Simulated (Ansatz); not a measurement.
Consider the following.

CaO:
```yaml
crystal:
  lattice:
    - [0.00000, 2.41539, 2.41539]
    - [2.41539, 0.00000, 2.41539]
    - [2.41539, 2.41539, 0.00000]
  atoms:
    - { symbol: Ca, position: [0.00000, 0.00000, 0.00000] }
    - { symbol: O, position: [0.50000, 0.50000, 0.50000] }
```

This is the PBE-relaxed structure.

Question: All from PBE in the plane-wave PAW code Ansatz, unless another level is named. Estimate the electron effective mass.

Answer: 0.44, 0.44, 1.4 mₑ (principal values).

Question: Predict the HSE06 gap on the PBE cell.

Answer: 5.31 eV.

Question: What about the smallest direct gap on the standard path?

Answer: 4.03 eV.

Question: Give the valence-band maximum.

Answer: at Γ.

Space group Fm-3m (rock salt). The cell was relaxed with PBE under the symmetry of its start; phonons on a q-mesh show no instability.

Potentials: the later of the program's two PAW sets.
